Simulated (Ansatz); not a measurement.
Relaxed Se (trigonal-Se type, space group P3_121):

```
Se
1.0
    9.01138     0.00000     0.00000
   -2.25284     3.90204     0.00000
    0.00000     0.00000     4.99129
Se
6
Direct
  0.10854   0.00000   0.83333
  0.60854   0.00000   0.83333
  0.00000   0.21709   0.16667
  0.50000   0.21709   0.16667
  0.39146   0.78291   0.50000
  0.89146   0.78291   0.50000
```

In this cell atom 1 (Se, nearest neighbour Se at 2.375 Å; its periodic images, 4.5 Å or more away, move with it) is moved by s along Cartesian [110], unit vector (0.707, 0.707, 0.000); all other atoms and the cell stay fixed.

Method: r2SCAN (plane waves to 500 eV, PAW, scalar-relativistic; Ansatz, a program for electronic structure). k mesh 7×7×6 (Γ-centred), Fermi-Dirac smearing 0.05 eV. E stands for the smeared free energy. Se was relaxed with its symmetry unable to fall. The zero of ΔE is the undisplaced structure.

```
s (Å)   ΔE (meV/cell)
------  -------------
-0.710           1791
-0.568       withheld
-0.426            606
-0.284            259
-0.142             62
0.000               0
0.142              56
0.284             213
0.426             450
0.568             746
0.710            1078
```

**Question.** Fit a polynomial form (powers 2, 3, 4) to the given rows and predict ΔE at s = -0.568.

**Answer.** Least squares on the 10 given rows: ΔE = (2942)·s² + (-997.0)·s³ + (-192.0)·s⁴, in meV/cell with s in Å; root-mean-square residual 0.5 meV/cell. At -0.568 the fit gives 1112 meV/cell; the calculation gives 1114 meV/cell, so the interpolation is off by -2 (-0.2 %). The quadratic term alone would give 949 meV/cell.

(A displaced cell: forces are minus the slopes of the energy, force constants its curvatures, and phonons follow from these.)
